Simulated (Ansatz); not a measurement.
Values for one crystal, relaxed and computed with DFT-PBEsol in the program Ansatz with PAW potentials; other levels are named.

```yaml
volume_per_atom: 27.97 Å³
electronic_character: metallic (no gap)
Gap with spin–orbit coupling: none (metallic)
Bulk modulus (Birch–Murnaghan fit): 44.0 GPa
Formation energy from the elements (no fitted shifts): 0.021 eV/atom
Pressure derivative B′: 5.8
Density of states at the Fermi level: 0.53 states/eV per atom (mean over ±0.08 eV)
```

### Question
Which compound is it?
A. TiAu, CsCl type
B. In5Bi3, I4/mcm (In on 4c, In on 16l, Bi on 4a, Bi on 8h)
C. AlRh, CsCl type
D. ScCo, CsCl type

### Answer
B, In5Bi3, I4/mcm (In on 4c, In on 16l, Bi on 4a, Bi on 8h)

The first step of the workflow began from a Materials Project structure, measured or hypothetical; the Crystallography Open Database files this formula in space group No. 140, but the cells were not matched. Its standing as an ambient phase is unchecked. The cell was relaxed with PBEsol under the symmetry of its start; its stability against distortions is not shown here. The references are the lowest solids computed at this level, not always the standard phases. Scalar-relativistic: spin–orbit coupling is off unless named, which matters more the heavier the elements.

Potentials: the later of the program's two PAW sets.
